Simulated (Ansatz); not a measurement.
Si (diamond)

Computed with Ansatz (plane waves, PAW, 420 eV cutoff): PBE, scalar-relativistic, no spin polarisation, 14×14×14 k-mesh, Gaussian smearing of 0.05 eV; PAW files: Ansatz's generated set soft_2.

```cif
data_structure
_symmetry_space_group_name_H-M 'Fd-3m:1'
_symmetry_Int_Tables_number 227
_cell_length_a 5.4703
_cell_length_b 5.4703
_cell_length_c 5.4703
_cell_angle_alpha 90.000
_cell_angle_beta 90.000
_cell_angle_gamma 90.000
_cell_volume 163.69
loop_
_atom_site_label
_atom_site_type_symbol
_atom_site_symmetry_multiplicity
_atom_site_Wyckoff_symbol
_atom_site_fract_x
_atom_site_fract_y
_atom_site_fract_z
_atom_site_occupancy
Si1 Si 8 a 0.50000 0.00000 0.50000 1
```

Task: Which orbitals make up the states within about 0.6 eV of each band edge?

Result: Valence edge: Si 3p 99 %. Conduction edge: Si 3p 66 %, Si 3s 34 %. Shares are among the projected shells; the gap is 0.61 eV.

Density of states (tetrahedra, averaged over 0.4 eV; states/eV per cell of 2 atoms; energy in eV from the Fermi level; projections on Löwdin-orthogonalised atomic orbitals, summed over sites):

```
    E  total  Si 3p  Si 3s
-5.65   0.38   0.22   0.16
-5.25   0.30   0.18   0.12
-4.85   0.24   0.15   0.10
-4.45   0.81   0.71   0.09
-4.05   1.10   0.99   0.10
-3.65   1.08   0.97   0.10
-3.25   1.32   1.22   0.09
-2.85   1.51   1.42   0.08
-2.45   1.39   1.32   0.06
-2.05   1.29   1.23   0.04
-1.65   1.18   1.14   0.03
-1.25   0.67   0.64   0.01
-0.85   0.36   0.35   0.01
-0.45   0.12   0.12   0.00
-0.05   0.00   0.00   0.00
 0.35   0.07   0.04   0.02
 0.75   0.38   0.22   0.11
 1.15   0.63   0.37   0.16
 1.55   1.02   0.58   0.28
 1.95   1.62   0.93   0.44
 2.35   1.33   0.81   0.30
 2.75   1.06   0.67   0.17
 3.15   2.07   1.40   0.22
 3.55   1.59   1.00   0.20
 3.95   1.17   0.72   0.12
 4.35   1.34   0.76   0.15
 4.75   1.20   0.67   0.15
 5.15   1.19   0.63   0.15
```

Kohn–Sham gaps of semilocal functionals lie under measured ones, often by a third or more.
